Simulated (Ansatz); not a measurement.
Relaxed-ion elastic tensor of Bi (A7 (α-As type), R-3m) in GPa (Voigt order), PBEsol in the plane-wave PAW code Ansatz; density 10.08 g/cm³, 34.43 Å³ per atom.

|  | 1 | 2 | 3 | 4 | 5 | 6 |
|---|---|---|---|---|---|---|
| 1 | 72.4 | 31.0 | 27.5 | -6.6 | 0.0 | 0.0 |
| 2 | 31.0 | 72.4 | 27.5 | 6.6 | 0.0 | 0.0 |
| 3 | 27.5 | 27.5 | 41.6 | 0.0 | 0.0 | 0.0 |
| 4 | -6.6 | 6.6 | 0.0 | 11.4 | 0.0 | 0.0 |
| 5 | 0.0 | 0.0 | 0.0 | 0.0 | 11.4 | -6.6 |
| 6 | 0.0 | 0.0 | 0.0 | 0.0 | -6.6 | 20.7 |

### Question
Is the crystal mechanically stable?

### Answer
Yes: the smallest eigenvalue of C is 7.9 GPa.

### Question
Work out the Voigt, Reuss and Hill averages.

### Answer
K_V = 39.8, K_R = 36.4, K_H = 38.1; G_V = 15.4, G_R = 11.9, G_H = 13.6 GPa.

### Question
Give Young's modulus, Poisson's ratio, Pugh's ratio and the universal anisotropy index.

### Answer
E = 9KG/(3K + G) = 36.6 GPa; ν = 0.34; K/G = 2.79 (ductile by the Pugh limit of 1.75); A_U = 5G_V/G_R + K_V/K_R − 6 = 1.56.

### Question
Estimate the sound speeds and the Debye temperature.

### Answer
v_l = √((K + 4G/3)/ρ) = 2360 m/s, v_t = √(G/ρ) = 1160 m/s, mean 1310 m/s; Θ = (h/k)(3n/4πV)^(1/3) v_m = 120 K.

### Question
How much does each axis shrink under pressure?

### Answer
Linear compressibilities β_i = Σ_j S_ij (j = 1 to 3): x 5.0, y 5.0, z 17 per TPa.

Symmetry was held in the PBEsol relaxation. As this level gives no gap, shear constants depend on the k-mesh and smearing (Fermi–Dirac, 0.1 eV here). Spin–orbit coupling is left out wherever it is not named.

Potentials: the later of the program's two PAW sets.
